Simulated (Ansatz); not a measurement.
An Ansatz input (development build ahead of 0.2.0):

```json
{
 "crystal": {"lattice": [[0.0, 2.79, 2.79], [2.79, 0.0, 2.79], [2.79, 2.79, 0.0]], "atoms": [{"symbol": "Ca", "position": [0, 0, 0]}]},
 "kpoints": {"mp_grid": {"grid": [4, 4, 4], "shift": [0, 0, 0]}},
 "hamiltonian": {"xc": "pbe", "pseudopotentials": {"kind": "paw"}},
 "scf": {"occupations": {"method": "fixed"}},
 "output": {"forces": false, "stress": false},
 "gw": {"n_empty_bands": 30, "ecut_chi": 60, "qp_bands": ["v1", "c1"]}
}
```

(1) The run ended without a result. Why?

Answers

(1) Fixed occupations need a gap, and the count of filled bands varies over the mesh: the cell is metallic at these settings and wants smearing.
